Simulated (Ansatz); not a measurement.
Cs2RbAsF6:
```cif
data_As4Cs8F24Rb4
_chemical_formula_sum 'Cs8 Rb4 As4 F24'
_space_group_name_H-M_alt 'Fm-3m'
_space_group_IT_number 225
_space_group_name_Hall '-F 4 2 3'
_cell_length_a 9.43093
_cell_length_b 9.43093
_cell_length_c 9.43093
_cell_angle_alpha 90.000
_cell_angle_beta 90.000
_cell_angle_gamma 90.000
loop_
_atom_site_label
_atom_site_type_symbol
_atom_site_symmetry_multiplicity
_atom_site_Wyckoff_symbol
_atom_site_fract_x
_atom_site_fract_y
_atom_site_fract_z
_atom_site_occupancy
Cs1 Cs 8 c 0.25000 0.25000 0.25000 1
Rb1 Rb 4 b 0.50000 0.50000 0.50000 1
As1 As 4 a 0.00000 0.00000 0.00000 1
F1 F 24 e 0.00000 0.00000 0.21809 1
```
(The calculation used a cell of 10 atoms; values per cell refer to that cell.)

Relaxed with r²SCAN. Independent-particle spectrum: no excitons, no local fields, no scissors shift; 0.1 eV broadening; ε₁ of the summed bands alone.

Question: Tabulate the dielectric function from the program Ansatz at the r²SCAN level (PAW).

Answer: 

```tsv
E (eV)	ε₁ xx	ε₂ xx
0.0	2.50	0.00
0.3	2.50	0.00
0.6	2.51	0.00
0.9	2.52	0.00
1.2	2.53	0.00
1.5	2.54	0.00
1.8	2.56	0.00
2.1	2.59	0.00
2.4	2.62	0.00
2.7	2.66	0.00
3.0	2.71	0.00
3.3	2.78	0.00
3.6	2.86	0.00
3.9	2.97	0.00
4.2	3.13	0.00
4.5	3.40	0.00
4.8	4.00	0.00
5.1	5.03	2.37
5.4	4.50	2.88
5.7	-0.09	3.39
6.0	0.64	0.27
6.3	1.74	0.00
6.6	2.19	0.02
6.9	2.47	0.01
7.2	2.80	0.07
7.5	3.22	0.04
7.8	3.95	0.33
8.1	3.84	1.19
8.4	3.94	2.02
8.7	2.50	2.20
9.0	3.37	3.26
9.3	0.98	3.42
9.6	0.56	1.42
9.9	1.46	1.04
10.2	1.75	1.04
10.5	1.88	0.94
10.8	2.47	1.46
11.1	1.62	1.25
11.4	2.27	1.12
11.7	2.06	2.07
12.0	1.63	1.03
```

Question: From ε at 5.2 eV (xx: 3.68 + 2.49i), find n, k, the normal reflectivity and the absorption coefficient.

Answer: n = 2.02, k = 0.618, R = 15 %, α = 2kE/ħc = 330000 cm⁻¹.

With all bands, ε∞ without local fields is 2.63.

The first step of the workflow began from a Materials Project structure, measured or hypothetical; the Crystallography Open Database copy checked does not list it. Whether it is the stable phase at ambient conditions was not checked. The r²SCAN relaxation kept the symmetry of its start; whether a distortion lowers the energy is not shown. Scalar-relativistic: spin–orbit coupling is off unless named, which matters more the heavier the elements.

Potentials: the later of the program's two PAW sets.
